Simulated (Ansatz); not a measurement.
TiAu (CsCl type, space group No. 221) at seven volumes, r²SCAN in the plane-wave PAW code Ansatz, scaled uniformly. One row is withheld.

| V (Å³/atom) | P (GPa) |
|---|---|
| 15.497 | 18.36 |
| 16.008 | 11.17 |
| 16.519 | 5.11 |
| 17.030 | 0.00 |
| 17.541 | ? |
| 18.052 | -7.92 |
| 18.563 | -10.96 |

**Question.** Fit the shown pressures and predict the withheld one.

**Answer.** P = (3/2)B₀(x^(7/2) − x^(5/2))[1 + (3/4)(B′ − 4)(x − 1)] with x = (V₀/V)^(2/3). Least squares on the six rows gives V₀ = 17.031 Å³/atom, B₀ = 156 GPa, B′ = 4.70. At V = 17.541, x = 0.9805 and P = -4.29 GPa. The run itself gave -4.30 GPa.

Space group Pm-3m (CsCl type). The workflow started from an entry of the Crystallography Open Database (COD). Whether it is the stable phase at ambient conditions was not checked. The cell was relaxed with r²SCAN under the symmetry of its start; its stability against distortions is not shown here. No spin polarisation was allowed. Spin–orbit coupling is left out wherever it is not named.

Potentials: the later of the program's two PAW sets.
